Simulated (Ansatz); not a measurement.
Computed map of one atom of the cell: CuAu (CuAu type, space group P4/mmm)

CuAu (CuAu type, space group P4/mmm)

```
CuAu
1.0
    2.86058     0.00000     0.00000
    0.00000     2.86058     0.00000
    0.00000     0.00000     3.55181
Cu Au
1 1
Direct
  0.50000   0.50000   0.50000
  0.00000   0.00000   0.00000
```

In this cell atom 2 (Au, nearest neighbour Cu at 2.692 Å; its periodic images, 2.9 Å or more away, move with it) is moved by u·(0.707, 0.707, 0.000) + v·(0.000, 0.000, 1.000); the rest is frozen.

These are r2SCAN (plane waves to 500 eV, PAW, scalar-relativistic; Ansatz, a first-principles code) values and carry that method's errors. k mesh 13×13×11 (Γ-centred), Fermi-Dirac smearing 0.05 eV. E stands for the smeared free energy. Points where atoms come too close for the PAW data are left out (x in tables, blank in figures). With partly filled bands, energies and forces of such displacements shift with the k mesh and the smearing. Fu and Fv are the components of the force on the atom. On this mesh the relaxed cell isn't quite at rest: it carries a pressure of -0.1 GPa (compression positive) at the zero of the scan. CuAu is run without spin polarisation. CuAu was relaxed with its symmetry unable to fall. Spin-orbit coupling is left out, though Au is heavy. The zero of ΔE is the undisplaced structure. Axes are in Å.

ΔE (meV/cell), with u across and v down:

| v \ u | -0.670 | -0.447 | -0.223 | 0.000 | 0.223 | 0.447 | 0.670 |
|---|---|---|---|---|---|---|---|
| -0.670 | x | x | 2026 | 1581 | 2026 | x | x |
| -0.447 | x | 1785 | 926 | 682 | 926 | 1785 | x |
| -0.223 | 1732 | 763 | 300 | 166 | 300 | 763 | 1732 |
| 0.000 | 1147 | 442 | 99 | 0 | 99 | 442 | 1147 |
| 0.223 | 1732 | 763 | 300 | 166 | 300 | 763 | 1732 |
| 0.447 | x | 1785 | 926 | 682 | 926 | 1785 | x |
| 0.670 | x | x | 2026 | 1581 | 2026 | x | x |

Fv (eV/Å), with u across and v down:

```csv
v \ u,-0.670,-0.447,-0.223,0.000,0.223,0.447,0.670
-0.670,x,x,6.05,4.92,6.05,x,x
-0.447,x,6.33,3.82,3.14,3.82,6.33,x
-0.223,5.37,2.92,1.82,1.50,1.82,2.92,5.37
0.000,0.00,0.00,0.00,0.00,0.00,0.00,0.00
0.223,-5.37,-2.92,-1.82,-1.50,-1.82,-2.92,-5.37
0.447,x,-6.33,-3.82,-3.14,-3.82,-6.33,x
0.670,x,x,-6.05,-4.92,-6.05,x,x
```

Derived quantities:

```
Item                                                                                                          Result
-----------------------------------------------------------------------------  -------------------------------------
Principal force constants in the plane (five-point differences of the forces)                      3.9 and 6.6 eV/Å²
Softest direction at the centre                                                                              along u
Centre of the map                                                                                          a minimum
Lowest place on the grid                                                       u = 0.000 Å, v = 0.000 Å (0 meV/cell)
```

The 49 points together took around 60 core-minutes (rough).

(A displaced cell: forces are minus the slopes of the energy, force constants its curvatures, and phonons follow from these.)
